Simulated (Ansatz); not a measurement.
Ru (hcp, Mg type)

```yaml
crystal:
  lattice:
    - [2.72216, 0.00000, 0.00000]
    - [-1.36108, 2.35746, 0.00000]
    - [0.00000, 0.00000, 4.29083]
  atoms:
    - { symbol: Ru, position: [0.33333, 0.66667, 0.75000] }
    - { symbol: Ru, position: [0.66667, 0.33333, 0.25000] }
```

This relaxed cell (volume V₀) is scaled evenly in all directions, its shape held. Symmetry pins the atoms to their sites.

Computed with PBE (plane waves to 420 eV, PAW, scalar-relativistic; Ansatz, a program for electronic structure). k mesh 20×20×11 (Γ-centred), Fermi-Dirac smearing 0.05 eV. Energies are smeared free energies. Compression counts positive. With the shape held, the modulus is that of even scaling; a crystal free to change shape is softer. Ru is run without spin polarisation. Ru was relaxed with its symmetry unable to fall. ΔE is measured from the relaxed starting cell. The last digit holds for this mesh only.

```csv
V (Å³/atom),ΔE (meV/atom)
11.565,481.0
11.932,314.7
12.299,190.1
12.667,101.0
13.034,42.5
13.401,10.1
13.768,0.0
14.135,9.1
14.502,34.5
14.869,73.8
15.237,125.0
15.604,186.3
15.971,withheld
```

Question: Fit a third-order Birch-Murnaghan form (E₀, V₀, B₀, B₀′ free) to the given rows and predict ΔE at V = 15.971.

Answer: Least squares on the 12 given rows: ΔE = E₀ + (9V₀B₀/16)·y²·[2 + (B₀′ − 4)y], y = (V₀/V)^(2/3) − 1, with V₀ = 13.769 Å³/atom, B₀ = 311.2 GPa (160.2 GPa = 1 eV/Å³; the term in eV is multiplied by 1000), B₀′ = 4.82, E₀ = 0.14 meV/atom; root-mean-square residual 0.14 meV/atom. At 15.971 the fit gives 256.7 meV/atom; the calculation gives 256.1 meV/atom, so the extrapolation is off by 0.6 (+0.2 %). For the pressure the fit gives -32.3 GPa against the computed -32.1 GPa.

(A scan under strain: stresses follow from slopes of the energy per volume, elastic moduli from its curvatures.)
